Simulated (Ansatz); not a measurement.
One crystal and one scan (energy over volume and axial ratio) at two levels, r2SCAN (plane waves to 500 eV, PAW, scalar-relativistic; Ansatz, a program for electronic structure) and PBEsol (plane waves to 420 eV, PAW, scalar-relativistic; Ansatz), each from its own relaxed cell and on its own mesh. The cell shown is that of r2SCAN.

CsCl (CsCl type)

```
CELL_PARAMETERS angstrom
      4.14031     0.00000     0.00000
      0.00000     4.14031     0.00000
      0.00000     0.00000     4.14031
ATOMIC_POSITIONS crystal
  Cs 0.00000 0.00000 0.00000
  Cl 0.50000 0.50000 0.50000
```

The relaxed cell is deformed in two ways at once: its volume V is scaled, and at that volume it is stretched along z (the c axis of the conventional cell) so that c/a changes. Fractional atomic positions are held.

The energy includes the smearing's −TS. CsCl was relaxed with its symmetry unable to fall. Percentages come from the unrounded values.

Results of r2SCAN:

- Lattice constant a (Å): 4.140
- Band gap of the relaxed cell, no spin-orbit coupling (eV): 5.91
- Shear modulus C′ = (C11 − C12)/2 (fit, atoms clamped) (GPa): 14.0

Task: What does PBEsol give for the same quantities?

Result: 
| quantity | PBEsol | r2SCAN − PBEsol |
|---|---|---|
| Lattice constant a (Å) | 4.069 | +0.071 (+1.8 %) |
| Band gap of the relaxed cell, no spin-orbit coupling (eV) | 5.23 | +0.68 (+13 %) |
| Shear modulus C′ = (C11 − C12)/2 (fit, atoms clamped) (GPa) | 14.3 | -0.3 (-2 %) |

r2SCAN gives the higher value for: lattice constant a; band gap of the relaxed cell, no spin-orbit coupling. r2SCAN gives the lower value for: shear modulus C′.

(Under strain, the slope of the energy per volume gives the stress and its curvature an elastic modulus.)
